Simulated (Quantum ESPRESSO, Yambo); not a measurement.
LiNbO$_{3}$ (space group R-3, No. 148). The geometry is that of Materials Project entry mp-1078377, symmetrised and not relaxed again. Chain: norm-conserving PBEsol (Quantum ESPRESSO, 84 Ry, no spin-orbit coupling); G0W0 in Yambo (2×2×2 Γ-centred k mesh, bands 5 to 182 and a 7 Ry block in the screening, 182 bands in G with the Bruneval-Gonze terminator, plasmon pole fitted at 27.2 eV); BSE (6×6×6 mesh, 10 valence and 6 conduction bands, static screening with 76 bands and a 3 Ry block, scissor 1.82 eV, Tamm-Dancoff).

The PBEsol gap (dense path) is 3.79 eV and the PBEsol gap F → F on the GW mesh comes out as 3.84 eV. The PBEsol smallest direct gap on the GW mesh, at F is 3.84 eV, the G0W0 direct gap at that point is 5.67 eV and the G0W0 correction to the gap F → F is 1.82 eV. The direct gap on the BSE mesh, with the scissor is 5.61 eV and the first BSE state allowed for light along x comes out as 4.77 eV. The lowest BSE state comes out as 4.63 eV and the binding of the lowest exciton is 0.98 eV. The RPA electronic dielectric constant along x is 4.98 (4×4×4 mesh, PBEsol bands).

Rough cost of the Yambo steps against G0W0 for 8 states: BSE about 20×, one RPA spectrum about 1/4.

Nearest settings tried, and what they do to the gap: 121 bands in G: +16 meV; 121 bands in W, 121 bands in G: +58 meV; 6 Ry block (205 vectors against 265): -8 meV. Not varied: mesh. So the settings aren't converged at that level. The k mesh is coarse. The mesh misses a band edge: along a dense path the PBEsol gap is 3.79 eV against 3.84 eV on the mesh. The BSE states are vertical excitations (zero momentum). Convergence of the RPA response with its 4×4×4 mesh was not tested. Convergence of the binding with the mesh was not shown. Axes are Cartesian, with cell vectors (Å) (2.64, 1.53, 4.85), (-2.64, 1.53, 4.85), (0.00, -3.05, 4.85).

Spin-orbit splittings are left out.

This is not the ordinary phase of the substance.
